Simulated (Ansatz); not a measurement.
A geometry of Ni away from equilibrium: the start of the relaxation of a relaxed Ni cell, doubled along one cell vector, shaken by Gaussian noise of σ = 0.08 Å a coordinate. These are r2SCAN (plane waves to 500 eV, PAW, scalar-relativistic; Ansatz, an electronic-structure program) values and carry that method's errors. Γ-centred k-mesh 16×8×16 on the run's cell (coarser than for final values), Fermi–Dirac smearing 0.05 eV.

```xyz
2
Lattice="0.0000 1.7391 1.7391 3.4781 0.0000 3.4781 1.7391 1.7391 0.0000" Properties=species:S:1:pos:R:3:forces:R:3 pbc="T T T" free_energy=-11690.546 pressure_GPa=1.4
Ni     1.7311     1.7506     1.7240   -0.1813    0.6387   -0.4280
Ni     3.5133     1.8736     3.4212    0.1813   -0.6387    0.4280
```

Positions in Å, forces in eV/Å, free energy of the cell in eV (comparable only within this code, potentials and settings). Largest force: 0.79 eV/Å, on Ni1, Ni2 (atoms numbered as listed); the geometry lies 0.02 eV/atom above the end of its relaxation.

Spin-polarised start, with parallel moments on Ni.

Spin state reached: ferromagnetic (net 0.74 μB/atom), from parallel starting moments; other spin orders were not run from this start. r2SCAN tends to overstate moments in metals.

The run could not lose the symmetry of its start.
